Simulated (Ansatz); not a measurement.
Values for one crystal, relaxed and computed with DFT-r²SCAN in the program Ansatz with PAW potentials; other levels are named.

- Volume per atom: 17.40 Å³
- Band gap: 0.11 eV (indirect)
- Electron effective mass: 0.34, 0.54, 0.54 mₑ (principal values)
- Gap with spin–orbit coupling: 0.12 eV
- Smallest direct gap on the standard path: 0.67 eV
- Electron effective mass with spin–orbit coupling: 0.34, 0.55, 0.55 mₑ (principal values)
- Formation energy from the elements (no fitted shifts): -0.18 eV/atom

### Question
Which compound is it?
A) Si2Ru, P4_2/mnm (Ru on 2a, Si on 4f)
B) BP, P4_2/mnm (B on 4f, P on 4g)
C) HfO2, P2_1/c (Hf on 4e, O on 4e, O on 4e)
D) SiRu, P2_13 (Si on 4a, Ru on 4a)

### Answer
A, Si2Ru, P4_2/mnm (Ru on 2a, Si on 4f)

The start of the workflow was typed in or built on a structure type; neither database checked (COD, Materials Project) lists it. Whether it is the stable phase at ambient conditions was not checked. The cell was relaxed with r²SCAN under the symmetry of its start; its stability against distortions is not shown here. The run is not spin-polarised. The volume moved by 20 % from the start of the relaxation. The references are the lowest solids computed at this level, not always the standard phases. Spin–orbit coupling is left out wherever it is not named.

Potentials: the earlier of the program's two PAW sets.
